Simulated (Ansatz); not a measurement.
# Cr: do energies and stresses tell the same story?

Level of theory: DFT PBEsol, scalar-relativistic, plane waves, PAW in Ansatz.

Plane waves to 420 eV, a k mesh through Γ of 18×18×10 on the computed 2-atom cell and Gaussian smearing (0.10 eV); no spin polarisation.

Relaxed cell: P6_3/mmc, a = 2.456 Å, b = 2.456 Å, c = 4.398 Å, α = 90.00°, β = 90.00°, γ = 120.00°, 2 atoms in the primitive cell. This form isn't the element's structure at ambient conditions.

Energies at zero smearing and pressures from the stress tensor, at volumes with shape and atoms relaxed:
| V (Å³/atom) | E − E(first) (meV/atom) | P (GPa) |
| --- | --- | --- |
| 10.105 | 0.00 | 42.71 |
| 10.449 | -77.19 | 29.44 |
| 10.794 | -127.91 | 18.08 |
| 11.138 | -155.95 | 8.35 |
| 11.483 | -164.60 | 0.02 |
| 11.827 | -156.63 | -7.12 |
| 12.172 | -134.45 | -13.22 |
| 12.631 | -86.29 | -19.99 |

Q: Check P = −dE/dV between neighbouring volumes, and get the bulk modulus from the pressures alone.

A: With 1 eV/Å³ = 160.2 GPa:
```tsv
middle V (Å³/atom)	−ΔE/ΔV (GPa)	mean P (GPa)
10.277	35.900	36.073
10.622	23.587	23.763
10.966	13.045	13.219
11.311	4.020	4.187
11.655	-3.705	-3.548
12.000	-10.317	-10.167
12.402	-16.797	-16.606
```

The two differ by 0.19 GPa at most. The mean of two end pressures misses the average over a step by about ΔV² P″/12, up to 0.17 GPa here; with that taken off 0.07 GPa remains. The stress is the derivative of the free energy, not of the energy at zero smearing, and with free energies 0.00 GPa remains. Around V = 11.483 Å³/atom, the two neighbours give B = −V ΔP/ΔV = 11.483 × 15.47 / 0.689 = 257.8 GPa, against B0 = 256.8 GPa from the Birch–Murnaghan fit of the energies.

Spin polarisation was left out, and a magnetic state may lie lower.

A ferromagnetic start lost its moments in a first run, so spin was left out; other magnetic orders weren't tried.

Cost: 9 runs of about 3.2 core-minutes in all, on Intel Xeon Platinum 8259CL (Skylake/Cascade Lake) (shared hosts).